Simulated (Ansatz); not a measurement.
**Sr3Ta2O: computed properties**

Theory: DFT PBE, scalar-relativistic, plane waves, PAW (Ansatz).

Settings: cutoff 420 eV, Γ-centred mesh 10×10×4 on the computed 6-atom cell, Gaussian smearing of 0.10 eV; no spin polarisation.

The structure is relaxed at this level of theory with its symmetry kept, and needn't be the ground state of this composition.

```yaml
crystal:
  lattice:
    - [4.17856, 0.00000, 0.00000]
    - [0.00000, 4.17856, 0.00000]
    - [0.00000, 0.00000, 9.55254]
  atoms:
    - { symbol: Sr, position: [0.50000, 0.00000, 0.78745] }
    - { symbol: Sr, position: [0.00000, 0.50000, 0.78745] }
    - { symbol: Sr, position: [0.00000, 0.00000, 0.20663] }
    - { symbol: Ta, position: [0.50000, 0.50000, 0.44512] }
    - { symbol: Ta, position: [0.00000, 0.00000, 0.52476] }
    - { symbol: O, position: [0.50000, 0.50000, 0.24860] }
```

| Property | Result |
| --- | --- |
| Space group | P4mm (No. 99) |
| Volume per atom | 27.80 Å³ |
| Formation energy from the elements' standard states (uncorrected) | +0.166 eV/atom |
| Kohn–Sham band gap | none (metal) |
| Density of states at the Fermi level | 5.6 states/eV per cell |
| Bader charge by site (e) | Sr (2 in the cell) 0.38, Sr (1 in the cell) 1.25, Ta (1 in the cell) 0.31, Ta (1 in the cell) -1.00, O (1 in the cell) -1.32 |

Spin-orbit coupling is left out, which matters for the bands of heavy elements.

The cell was found from a structure generator's guess, not taken from experiment.
